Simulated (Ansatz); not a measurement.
Input and output for Ru (diamond type): DFT, LDA, PAW with Ansatz's default frozen-core files, scalar-relativistic (Ansatz 0.2.0). This run: volume at 0.8 of the series' base cell.

The cell comes from a relaxation on PAW files under the same functional, begun from a prototype that needn't be the stable phase.

Command: `ansatz run input.yaml --threads 1 --pin off --max-ram 2048MiB --backend cpu --events-out ev --progress --plain --runs-dir out` It took 3.2 s on 1 thread of Arm Neoverse V1 (shared host), peak memory 0.31 GiB.

```yaml
crystal:
  lattice:
    - [0.0, 2.4861693204, 2.4861693204]
    - [2.4861693204, 0.0, 2.4861693204]
    - [2.4861693204, 2.4861693204, 0.0]
  atoms:
    - { symbol: Ru, position: [-0.125, -0.125, -0.125] }
    - { symbol: Ru, position: [0.125, 0.125, 0.125] }
kpoints:
  mp_grid: { grid: [13, 13, 13] }
scf:
  occupations: { method: fermi_dirac, width: 0.1 }
hamiltonian:
  xc: lda
  pseudopotentials: { kind: paw }
output:
  forces: true
  stress: true
  eigenvalues: true
  populations: true
```

Output:

```
Engine: ansatz 0.2.0
Pseudopotentials: kind: paw
Pseudopotential: Ru, paw, valence charge 16, recommended cutoff 420 eV (normal), Ru.paw.azcp
Functional definition: SPW92
  exchange = slater_x
  correlation = pw_c
Crystal: 2 atoms, lattice volume = 30.734 Å³
Basis set: ecut = 420 eV, 609 PW (Γ)
Bands: 20, of which v1, the nominal top of the filled ones, is band 16 counted from 1 (15 counted from 0)
Symmetry: 48 space group operations
Space group: Fd-3m (ITA 227), of the structure as read, at distance tolerance 3.1e-5 Å
k-points: 84 of 2197
Non-local potential: Ru, projectors of the file, l = 0: 3, l = 1: 2, l = 2: 2, l = 3: 1
PAW form: soft (Blöchl's): semilocal exchange-correlation on the pseudo side does not see the compensation charge
PAW frozen core: Ru, regenerated for the run's functional, and the local potential with it (the file was generated under x = pbe(κ = 0.804, μ = 0.2195149727645171), c = pbe(β = 0.06672455060314922))
PAW one-centre angular grid: Ru, 590 points (default); XC on 64 Gauss nodes
Initial density: superposition of atomic densities (neutral atoms: chi_scale 0, normalization atom), corrected by the library's trained network
Initial wavefunctions: pseudopotential atomic-orbital guess
Functional: x = slater, c = lda
SCF iter   1: F=—  HF=-11512.430196 eV  |F-HF|=—  |Δ(HF+E_count)|=         —  Δρ=8.32e-3  dr2=5.83e-3  ethr=1.77e-3  ⟨swp⟩=5.1  Hψ=7702  notcnv=0
preconditioner: auto → Kerker (q_TF=auto, 2.747 Å⁻¹)  [metal: Δε(μ)=0.057 eV  Ē_g=6.895 eV  σ=0.100 eV  W_gap=0.14  n_scr=14 (ndim 8)  ℏωp=26.8 eV  f_vac=0.000  D(μ)=1.32/eV (n_scr^D=14)]
SCF iter   2: F=—  HF=-11512.428229 eV  |F-HF|=—  |Δ(HF+E_count)|=   1.97e-3  Δρ=4.77e-3  dr2=2.06e-3  ethr=1.82e-5  ⟨swp⟩=2.1  Hψ=2761  notcnv=0
SCF iter   3: F=—  HF=-11512.427543 eV  |F-HF|=—  |Δ(HF+E_count)|=   6.86e-4  Δρ=4.62e-4  dr2=3.91e-5  ethr=6.45e-6  ⟨swp⟩=3.0  Hψ=2952  notcnv=0
SCF iter   4: F=—  HF=-11512.427535 eV  |F-HF|=—  |Δ(HF+E_count)|=   7.41e-6  Δρ=1.03e-4  dr2=3.58e-6  ethr=1.22e-7  ⟨swp⟩=2.1  Hψ=2821  notcnv=0
SCF iter   5: F=—  HF=-11512.427535 eV  |F-HF|=—  |Δ(HF+E_count)|=   1.62e-7  Δρ=2.47e-5  dr2=1.39e-7  ethr=1.12e-8  ⟨swp⟩=2.1  Hψ=2359  notcnv=0
SCF iter   6: F=-11512.427535 eV  HF=-11512.427535 eV  |F-HF|=1.13e-10  |Δ(HF+E_count)|=   2.22e-8  Δρ=6.17e-6  dr2=9.83e-9  ethr=3.13e-10  ⟨swp⟩=4.5  Hψ=6558  notcnv=0
SCF 1 converged in 6 iterations: F = -11512.427535 eV  dr2 = 9.83e-9
  greatest PAW one-centre occupation: 1.000 electrons in one spin orbital (limit 2), on the Ru atom at site 1 (counted from 0), in its partial waves of l = 0
SCF converged after 6 iterations
Free energy (F): -11512.427535 eV
Harris-Foulkes:  -11512.427535 eV  (|F-HF|=1.13e-10)
Internal energy: -11512.382912 eV  (E = F + TS)
E sigma→0 (E₀):  -11512.405223 eV
Entropy (-TS):   -0.044623 eV (-22.312 meV/atom)
Fermi energy:    20.133345 eV
--- Per-component energies (eV) ---
  E_band       = -224.481851
  E_kinetic    = 1051.574091
  E_local      = -3373.027351  (includes V_loc(G=0)·N_el)
  E_nonlocal   = 707.769046
  E_hartree    = 1164.952088
  E_xc         = -382.928800
  E_vxc        = -482.879703  (∫ρ·V_xc dr)
  E_paw        = -6688.290677  (= ΣΔE_a)
  E_vpaw       = -457.817415  (= ΣTr[D̂ρ^β])
  E_aug_tail   = -0.000457  (compensation charges beyond the density's cutoff)
  E_ewald      = -3993.574222
  E_core_change = 1.143370  (= ΣΔE_core)
  E_smearing   = -0.044623  (= −TS)
  E_closure    = -0.000000  (closes the sum)
  Σ components = -11512.427535   (vs F -11512.427535, Δ=0.00e0)
--- Forces (eV/Å), atoms counted from 1 ---
  atom   1  Ru     0.00000000    -0.00000000     0.00000000
  atom   2  Ru     0.00000000    -0.00000000    -0.00000000
  max |Σ_I F_I| component: 7.40e-17 eV/Å
--- Stress (GPa, compression-positive) ---
       71.814820      -0.000000      -0.000000
       -0.000000      71.814820      -0.000000
        0.000000       0.000000      71.814820
  P = ⅓ Tr σ = 71.8148 GPa (718.148 kbar)
--- Band table (eV; the first three rows and the last of 84) ---
  k-point 0: bands = ["-53.4406", "-52.1280", "-23.9131", "-23.9131", "-23.9131", "-22.1137", "-22.1137", "-22.1137", "13.1969", "14.5775", "14.5775", "15.9087", "15.9087", "15.9087", "19.5493", "19.5493", "19.5493", "23.0349", "23.0349", "33.3850"]
  k-point 1: bands = ["-53.4271", "-52.1431", "-23.9269", "-23.9269", "-23.9120", "-22.1126", "-22.0982", "-22.0982", "13.3373", "14.5140", "14.5140", "15.8956", "16.0256", "16.0256", "19.3972", "19.5141", "19.5141", "23.0253", "23.0253", "32.4330"]
  k-point 2: bands = ["-53.3880", "-52.1868", "-23.9641", "-23.9641", "-23.9097", "-22.1089", "-22.0562", "-22.0562", "13.7251", "14.4094", "14.4094", "15.8871", "16.2469", "16.2469", "18.9990", "19.4621", "19.4621", "22.9871", "22.9871", "31.4896"]
  k-point 83: bands = ["-52.8623", "-52.7441", "-24.3700", "-24.3312", "-23.1057", "-22.8712", "-21.6515", "-21.6161", "13.4917", "13.5553", "16.0472", "16.5230", "17.3554", "17.9175", "18.4113", "18.6832", "23.0265", "23.2683", "23.7073", "24.9186"]
--- Löwdin populations: 2 sites ---
  site symbol       q [e]
     0     Ru     15.9400
     1     Ru     15.9400
  spilling = 0.003750 (of n_electrons = 32.000000)
```

populations.tsv:

```
# site	symbol	l	j	q
# orbitals = lowdin
# n_electrons = 32.000000
# spilling = 0.003750
0	Ru	0_4S	-	1.939050
0	Ru	0_5S	-	0.816738
0	Ru	1_4P	-	5.975917
0	Ru	2_4D	-	7.208294
1	Ru	0_4S	-	1.939050
1	Ru	0_5S	-	0.816738
1	Ru	1_4P	-	5.975917
1	Ru	2_4D	-	7.208294
```

Next run (volume at 0.7 of the series' base cell), as changes to the input before:

```diff
   lattice:
-    - [0.0, 2.4861693204, 2.4861693204]
-    - [2.4861693204, 0.0, 2.4861693204]
-    - [2.4861693204, 2.4861693204, 0.0]
+    - [0.0, 2.3779354094, 2.3779354094]
+    - [2.3779354094, 0.0, 2.3779354094]
+    - [2.3779354094, 2.3779354094, 0.0]
   atoms:
```

Results part of the output:

```
SCF 1 converged in 6 iterations: F = -11509.814340 eV  dr2 = 2.34e-8
  greatest PAW one-centre occupation: 1.001 electrons in one spin orbital (limit 2), on the Ru atom at site 1 (counted from 0), in its partial waves of l = 0
SCF converged after 6 iterations
Free energy (F): -11509.814340 eV
Harris-Foulkes:  -11509.814340 eV  (|F-HF|=6.60e-9)
Internal energy: -11509.775394 eV  (E = F + TS)
E sigma→0 (E₀):  -11509.794867 eV
Entropy (-TS):   -0.038947 eV (-19.473 meV/atom)
Fermi energy:    23.820890 eV
--- Per-component energies (eV) ---
  E_band       = -122.247520
  E_kinetic    = 1067.212891
  E_local      = -3123.730369  (includes V_loc(G=0)·N_el)
  E_nonlocal   = 714.353987
  E_hartree    = 1085.184465
  E_xc         = -387.132751
  E_vxc        = -488.405333  (∫ρ·V_xc dr)
  E_paw        = -6691.461086  (= ΣΔE_a)
  E_vpaw       = -462.041708  (= ΣTr[D̂ρ^β])
  E_aug_tail   = -0.000487  (compensation charges beyond the density's cutoff)
  E_ewald      = -4175.345415
  E_core_change = 1.143370  (= ΣΔE_core)
  E_smearing   = -0.038947  (= −TS)
  E_closure    = -0.000000  (closes the sum)
  Σ components = -11509.814340   (vs F -11509.814340, Δ=0.00e0)
--- Forces (eV/Å), atoms counted from 1 ---
  atom   1  Ru     0.00000000     0.00000000    -0.00000000
  atom   2  Ru     0.00000000    -0.00000000     0.00000000
  max |Σ_I F_I| component: 7.40e-17 eV/Å
--- Stress (GPa, compression-positive) ---
      154.430615      -0.000000       0.000000
       -0.000000     154.430615       0.000000
        0.000000       0.000000     154.430615
  P = ⅓ Tr σ = 154.4306 GPa (1544.306 kbar)
--- Band table (eV; the first three rows and the last of 84) ---
  k-point 0: bands = ["-50.4130", "-48.4053", "-20.9774", "-20.9774", "-20.9774", "-18.5179", "-18.5179", "-18.5179", "16.1409", "17.1510", "17.1510", "19.0244", "19.0244", "19.0244", "23.2380", "23.2380", "23.2380", "27.3486", "27.3486", "37.2520"]
  k-point 1: bands = ["-50.3929", "-48.4292", "-20.9971", "-20.9971", "-20.9762", "-18.5126", "-18.4946", "-18.4946", "16.2988", "17.0835", "17.0835", "19.0025", "19.1552", "19.1552", "23.0423", "23.1871", "23.1871", "27.3347", "27.3347", "36.2655"]
  k-point 2: bands = ["-50.3346", "-48.4980", "-21.0502", "-21.0502", "-20.9738", "-18.4966", "-18.4319", "-18.4319", "16.7215", "16.9686", "16.9686", "18.9883", "19.4038", "19.4038", "22.5317", "23.1048", "23.1048", "27.2831", "27.2831", "35.4390"]
  k-point 83: bands = ["-49.5428", "-49.3626", "-21.6287", "-21.5724", "-19.8415", "-19.5150", "-17.8277", "-17.7757", "15.8602", "15.9438", "18.9529", "19.5748", "20.6303", "21.3433", "22.0178", "22.3128", "27.0993", "27.5620", "27.7707", "29.2738"]
--- Löwdin populations: 2 sites ---
  site symbol       q [e]
     0     Ru     15.9414
     1     Ru     15.9414
  spilling = 0.003664 (of n_electrons = 32.000000)
```

Next run (volume at 0.6 of the series' base cell), as changes to the input before:

```diff
   lattice:
-    - [0.0, 2.3779354094, 2.3779354094]
-    - [2.3779354094, 0.0, 2.3779354094]
-    - [2.3779354094, 2.3779354094, 0.0]
+    - [0.0, 2.2588347347, 2.2588347347]
+    - [2.2588347347, 0.0, 2.2588347347]
+    - [2.2588347347, 2.2588347347, 0.0]
   atoms:
```

Command: `ansatz run input.yaml --threads 1 --pin off --max-ram 2048MiB --backend cpu --events-out ev --progress --plain --runs-dir out` It took 3 s on 1 thread of Arm Neoverse V1, on a shared host, peak memory 0.3 GiB.

Results part of the output:

```
SCF 1 converged in 6 iterations: F = -11504.452472 eV  dr2 = 4.31e-8
  greatest PAW one-centre occupation: 1.003 electrons in one spin orbital (limit 2), on the Ru atom at site 1 (counted from 0), in its partial waves of l = 1
SCF converged after 6 iterations
Free energy (F): -11504.452472 eV
Harris-Foulkes:  -11504.452472 eV  (|F-HF|=3.52e-9)
Internal energy: -11504.417685 eV  (E = F + TS)
E sigma→0 (E₀):  -11504.435078 eV
Entropy (-TS):   -0.034786 eV (-17.393 meV/atom)
Fermi energy:    28.696580 eV
--- Per-component energies (eV) ---
  E_band       = 10.771731
  E_kinetic    = 1088.929415
  E_local      = -2831.567544  (includes V_loc(G=0)·N_el)
  E_nonlocal   = 725.432262
  E_hartree    = 995.912760
  E_xc         = -392.257124
  E_vxc        = -495.144592  (∫ρ·V_xc dr)
  E_paw        = -6696.513237  (= ΣΔE_a)
  E_vpaw       = -468.694483  (= ΣTr[D̂ρ^β])
  E_aug_tail   = -0.000405  (compensation charges beyond the density's cutoff)
  E_ewald      = -4395.497181
  E_core_change = 1.143370  (= ΣΔE_core)
  E_smearing   = -0.034786  (= −TS)
  E_closure    = -0.000000  (closes the sum)
  Σ components = -11504.452472   (vs F -11504.452472, Δ=0.00e0)
--- Forces (eV/Å), atoms counted from 1 ---
  atom   1  Ru    -0.00000000     0.00000000     0.00000000
  atom   2  Ru    -0.00000000    -0.00000000    -0.00000000
  max |Σ_I F_I| component: 3.33e-16 eV/Å
--- Stress (GPa, compression-positive) ---
      309.621719       0.000000       0.000000
        0.000000     309.621719      -0.000000
       -0.000000      -0.000000     309.621719
  P = ⅓ Tr σ = 309.6217 GPa (3096.217 kbar)
--- Band table (eV; the first three rows and the last of 84) ---
  k-point 0: bands = ["-46.6595", "-43.4645", "-17.2849", "-17.2849", "-17.2849", "-13.8521", "-13.8521", "-13.8521", "20.0722", "20.4764", "20.4764", "23.1638", "23.1638", "23.1638", "28.1989", "28.1989", "28.1989", "33.0479", "33.0479", "42.1749"]
  k-point 1: bands = ["-46.6289", "-43.5046", "-17.3138", "-17.3138", "-17.2820", "-13.8370", "-13.8158", "-13.8158", "20.2515", "20.4020", "20.4020", "23.1280", "23.3159", "23.3159", "27.9353", "28.1194", "28.1194", "33.0275", "33.0275", "41.1660"]
  k-point 2: bands = ["-46.5399", "-43.6198", "-17.3910", "-17.3910", "-17.2761", "-13.7924", "-13.7182", "-13.7182", "20.2722", "20.2722", "20.7044", "23.1119", "23.6040", "23.6040", "27.2504", "27.9776", "27.9776", "32.9566", "32.9566", "40.4453"]
  k-point 83: bands = ["-45.3119", "-45.0267", "-18.2350", "-18.1508", "-15.6149", "-15.1492", "-12.7750", "-12.6962", "18.9212", "19.0361", "22.7054", "23.5164", "24.9534", "25.8627", "26.8392", "27.2117", "32.3226", "32.9123", "33.3824", "35.0069"]
--- Löwdin populations: 2 sites ---
  site symbol       q [e]
     0     Ru     15.9385
     1     Ru     15.9385
  spilling = 0.003841 (of n_electrons = 32.000000)
```

Next run (volume at 0.5 of the series' base cell), as changes to the input before:

```diff
   lattice:
-    - [0.0, 2.2588347347, 2.2588347347]
-    - [2.2588347347, 0.0, 2.2588347347]
-    - [2.2588347347, 2.2588347347, 0.0]
+    - [0.0, 2.1256448687, 2.1256448687]
+    - [2.1256448687, 0.0, 2.1256448687]
+    - [2.1256448687, 2.1256448687, 0.0]
   atoms:
```

Results part of the output:

```
SCF 1 converged in 7 iterations: F = -11493.772039 eV  dr2 = 2.74e-9
  greatest PAW one-centre occupation: 1.014 electrons in one spin orbital (limit 2), on the Ru atom at site 1 (counted from 0), in its partial waves of l = 1
SCF converged after 7 iterations
Free energy (F): -11493.772039 eV
Harris-Foulkes:  -11493.772039 eV  (|F-HF|=7.24e-10)
Internal energy: -11493.729788 eV  (E = F + TS)
E sigma→0 (E₀):  -11493.750914 eV
Entropy (-TS):   -0.042250 eV (-21.125 meV/atom)
Fermi energy:    35.471107 eV
--- Per-component energies (eV) ---
  E_band       = 190.269593
  E_kinetic    = 1119.681978
  E_local      = -2478.352874  (includes V_loc(G=0)·N_el)
  E_nonlocal   = 744.176853
  E_hartree    = 893.648262
  E_xc         = -398.506332
  E_vxc        = -503.369565  (∫ρ·V_xc dr)
  E_paw        = -6704.607782  (= ΣΔE_a)
  E_vpaw       = -479.160387  (= ΣTr[D̂ρ^β])
  E_aug_tail   = -0.000519  (compensation charges beyond the density's cutoff)
  E_ewald      = -4670.912745
  E_core_change = 1.143370  (= ΣΔE_core)
  E_smearing   = -0.042250  (= −TS)
  E_closure    = 0.000000  (closes the sum)
  Σ components = -11493.772039   (vs F -11493.772039, Δ=0.00e0)
--- Forces (eV/Å), atoms counted from 1 ---
  atom   1  Ru     0.00000000    -0.00000000     0.00000000
  atom   2  Ru    -0.00000000     0.00000000    -0.00000000
  max |Σ_I F_I| component: 1.85e-16 eV/Å
--- Stress (GPa, compression-positive) ---
      616.840970      -0.000000       0.000000
       -0.000000     616.840970       0.000000
        0.000000       0.000000     616.840970
  P = ⅓ Tr σ = 616.8410 GPa (6168.410 kbar)
--- Band table (eV; the first three rows and the last of 84) ---
  k-point 0: bands = ["-41.9523", "-36.6106", "-12.5145", "-12.5145", "-12.5145", "-7.6192", "-7.6192", "-7.6192", "24.9417", "24.9417", "25.5217", "28.8941", "28.8941", "28.8941", "35.2356", "35.2356", "35.2356", "40.8864", "40.8864", "48.7199"]
  k-point 1: bands = ["-41.9047", "-36.6845", "-12.5578", "-12.5578", "-12.5031", "-7.5811", "-7.5599", "-7.5599", "24.8560", "24.8560", "25.7276", "28.8377", "29.0812", "29.0812", "34.8498", "35.0979", "35.0979", "40.8551", "40.8551", "47.7375"]
  k-point 2: bands = ["-41.7657", "-36.8954", "-12.6728", "-12.6728", "-12.4769", "-7.4677", "-7.4004", "-7.4004", "24.7039", "24.7039", "26.1965", "28.8347", "29.4345", "29.4345", "33.8570", "34.8260", "34.8260", "40.7558", "40.7558", "47.1983"]
  k-point 83: bands = ["-39.8026", "-39.3330", "-13.9348", "-13.8048", "-9.8999", "-9.2202", "-5.8436", "-5.7193", "23.0506", "23.2204", "27.7556", "28.8220", "30.8900", "32.0698", "33.5293", "34.0782", "39.2363", "39.9550", "41.2605", "42.6297"]
--- Löwdin populations: 2 sites ---
  site symbol       q [e]
     0     Ru     15.9223
     1     Ru     15.9223
  spilling = 0.004857 (of n_electrons = 32.000000)
```

Next run (volume at 0.4 of the series' base cell), as changes to the input before:

```diff
   lattice:
-    - [0.0, 2.1256448687, 2.1256448687]
-    - [2.1256448687, 0.0, 2.1256448687]
-    - [2.1256448687, 2.1256448687, 0.0]
+    - [0.0, 1.9732738973, 1.9732738973]
+    - [1.9732738973, 0.0, 1.9732738973]
+    - [1.9732738973, 1.9732738973, 0.0]
   atoms:
   mp_grid: { grid: [13, 13, 13] }
+  band_path:
+    path:
+      - [0.0, 0.0, 0.0]
+      - [0.5, 0.0, 0.5]
+      - [0.625, 0.25, 0.625]
+      - [0.375, 0.375, 0.75]
+      - [0.0, 0.0, 0.0]
+      - [0.5, 0.5, 0.5]
+      - [0.5, 0.25, 0.75]
+      - [0.5, 0.0, 0.5]
+    npoints: 8
 scf:
   populations: true
+  dos: { projected: true, de: 0.2, e_range: [-14, 8] }
```

Results part of the output:

```
SCF 1 converged in 7 iterations: F = -11472.182304 eV  dr2 = 9.42e-11
  greatest PAW one-centre occupation: 1.037 electrons in one spin orbital (limit 2), on the Ru atom at site 1 (counted from 0), in its partial waves of l = 1
NSCF: frozen V_eff on 57 k-points
SCF converged after 7 iterations
Free energy (F): -11472.182304 eV
Harris-Foulkes:  -11472.182304 eV  (|F-HF|=6.00e-11)
Internal energy: -11472.137309 eV  (E = F + TS)
E sigma→0 (E₀):  -11472.159807 eV
Entropy (-TS):   -0.044995 eV (-22.498 meV/atom)
Fermi energy:    45.482228 eV
--- Per-component energies (eV) ---
  E_band       = 445.920928
  E_kinetic    = 1164.911635
  E_local      = -2032.453078  (includes V_loc(G=0)·N_el)
  E_nonlocal   = 777.024965
  E_hartree    = 772.946948
  E_xc         = -406.184846
  E_vxc        = -513.486140  (∫ρ·V_xc dr)
  E_paw        = -6717.937671  (= ΣΔE_a)
  E_vpaw       = -495.969912  (= ΣTr[D̂ρ^β])
  E_aug_tail   = -0.000407  (compensation charges beyond the density's cutoff)
  E_ewald      = -5031.588226
  E_core_change = 1.143370  (= ΣΔE_core)
  E_smearing   = -0.044995  (= −TS)
  E_closure    = 0.000000  (closes the sum)
  Σ components = -11472.182304   (vs F -11472.182304, Δ=0.00e0)
--- Forces (eV/Å), atoms counted from 1 ---
  atom   1  Ru     0.00000000     0.00000000     0.00000000
  atom   2  Ru     0.00000000     0.00000000    -0.00000000
  max |Σ_I F_I| component: 1.11e-16 eV/Å
--- Stress (GPa, compression-positive) ---
     1272.624667       0.000000      -0.000000
        0.000000    1272.624667       0.000000
       -0.000000      -0.000000    1272.624667
  P = ⅓ Tr σ = 1272.6247 GPa (12726.247 kbar)
--- Band table (eV; the first three rows and the last of 84) ---
  k-point 0: bands = ["-35.9207", "-26.4333", "-6.0599", "-6.0599", "-6.0599", "1.0551", "1.0551", "1.0551", "31.3038", "31.3038", "33.4587", "37.3001", "37.3001", "37.3001", "45.9893", "45.9893", "45.9893", "52.3039", "52.3039", "57.9518"]
  k-point 1: bands = ["-35.8455", "-26.5925", "-6.1263", "-6.1263", "-6.0091", "1.1476", "1.1574", "1.1574", "31.1993", "31.1993", "33.7019", "37.2161", "37.5525", "37.5525", "45.3381", "45.7168", "45.7168", "52.2527", "52.2527", "57.1390"]
  k-point 2: bands = ["-35.6252", "-27.0397", "-6.3014", "-6.3014", "-5.8872", "1.4269", "1.4321", "1.4321", "31.0122", "31.0122", "34.1762", "37.2513", "38.0382", "38.0382", "43.7118", "45.1252", "45.1252", "52.1095", "52.1095", "57.0066"]
  k-point 83: bands = ["-32.4124", "-31.6120", "-8.2420", "-8.0338", "-1.5832", "-0.5817", "4.1823", "4.3805", "29.0083", "29.2958", "35.0010", "36.4382", "39.5470", "41.1475", "43.3048", "44.1850", "48.8541", "49.8942", "52.4888", "53.7844"]
--- Löwdin populations: 2 sites ---
  site symbol       q [e]
     0     Ru     15.8692
     1     Ru     15.8692
  spilling = 0.008174 (of n_electrons = 32.000000)
```

The PAW files were made under PBE. The structure type is held throughout; the real material can change phase at far lower pressure. At this compression frozen-core PAW has no all-electron check here.
